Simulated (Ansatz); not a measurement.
Data:

Te₂Pd:
```yaml
crystal:
  lattice:
    - [1.94428, 1.12253, 5.63449]
    - [-1.94428, 1.12253, 5.63449]
    - [0.00000, -2.24507, 5.63449]
  atoms:
    - { symbol: Pd, position: [0.00000, 0.00000, 0.00000] }
    - { symbol: Te, position: [0.24918, 0.24918, 0.24918] }
    - { symbol: Te, position: [0.75082, 0.75082, 0.75082] }
```

This is the LDA-relaxed structure.

Task: All from plane-wave PAW LDA (Ansatz code), unless another level is named. Predict the bulk modulus (Birch–Murnaghan fit).

Result: 41.2 GPa.

Task: Give the highest zone-centre frequency.

Result: 193 cm^-1.

Space group R-3m. A made-up cell: these elements were put on the sites of a structure type; neither database checked (COD, Materials Project) lists it. COD files the formula under space group No. 164, so this cell is another polymorph or a model. Its standing as an ambient phase is unchecked. The cell was relaxed with LDA under the symmetry of its start; of distortions, only those at the zone centre were tested. No spin polarisation was allowed. A crystal of weakly bound layers computed without a dispersion correction: the cell and the soft elastic constants depend strongly on that. As this level gives no gap, phonon frequencies hold no LO–TO term and depend on the k-mesh and smearing (Fermi–Dirac, 0.1 eV here). Spin–orbit coupling is left out wherever it is not named.

Potentials: the earlier of the program's two PAW sets.
